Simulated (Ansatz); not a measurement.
Data:

BP:
```
BP
1.0
    3.20005     0.00000     0.00000
   -1.60003     2.77133     0.00000
    0.00000     0.00000     7.59136
B P
2 2
Cartesian
  0.00000   1.84755   1.89784
  1.60003   0.92378   5.69352
  1.60003   0.92378   1.89784
  0.00000   1.84755   5.69352
```

This is the PBE+D3(BJ)-relaxed structure.

Task: All from DFT-PBE+D3(BJ) in the program Ansatz with PAW potentials, unless another level is named. Predict the band gap.

Result: 0.55 eV (indirect).

Task: And the hole effective mass?

Result: 0.12, 1.6, 1.7 mₑ (principal values).

Task: And the valence-band maximum?

Result: on the K–Γ line, 14 % of the way from K.

Space group P6_3/mmc. The start of the workflow was typed in or built on a structure type; neither database checked (COD, Materials Project) lists it. It is not the phase usual at ambient conditions (space group No. 216). Symmetry was held in the PBE+D3(BJ) relaxation; its stability against distortions is not shown here.

Potentials: the earlier of the program's two PAW sets.
